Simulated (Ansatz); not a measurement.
## Sn2Ge: computed properties

These are results of DFT PBE, scalar-relativistic, plane waves, PAW (Ansatz 0.2.0), not measurements.

Plane waves to 420 eV, a k mesh through Γ of 12×12×4 on the computed 6-atom cell and Gaussian smearing (0.10 eV); no spin polarisation.

The structure is relaxed at this level of theory with its symmetry kept, and needn't be the ground state of this composition.

```cif
data_structure
_symmetry_space_group_name_H-M 'P 1'
_symmetry_Int_Tables_number 1
_cell_length_a 4.4993
_cell_length_b 4.4993
_cell_length_c 11.0631
_cell_angle_alpha 90.000
_cell_angle_beta 90.000
_cell_angle_gamma 120.000
_cell_volume 193.95
loop_
_atom_site_label
_atom_site_type_symbol
_atom_site_fract_x
_atom_site_fract_y
_atom_site_fract_z
_atom_site_occupancy
Sn1 Sn 0.00000 0.00000 0.36929 1
Sn2 Sn 0.33333 0.66667 0.04899 1
Sn3 Sn 0.66667 0.33333 0.95102 1
Sn4 Sn 0.00000 0.00000 0.63071 1
Ge1 Ge 0.66667 0.33333 0.70815 1
Ge2 Ge 0.33333 0.66667 0.29185 1
```

| Quantity | Value |
| --- | --- |
| Space group | P-3m1 (No. 164) |
| Volume per atom | 32.33 Å³ |
| Formation energy from the elements' standard states (uncorrected) | +0.041 eV/atom |
| Kohn–Sham band gap | none (metal) |
| Density of states at the Fermi level | 0.5 states/eV per cell |
| Orbital (Löwdin) character within 0.5 eV of the Fermi level | Sn 5p 60 %, Ge 4p 20 %, Sn 5s 10 %, Ge 4s 8 % |
| Bader charge by site (e) | Sn (2 in the cell) 0.23, Sn (2 in the cell) 0.06, Ge (2 in the cell) -0.29 |

The cell was found from a structure generator's guess, not taken from experiment. Löwdin shares on free-atom orbitals overweight diffuse shells.
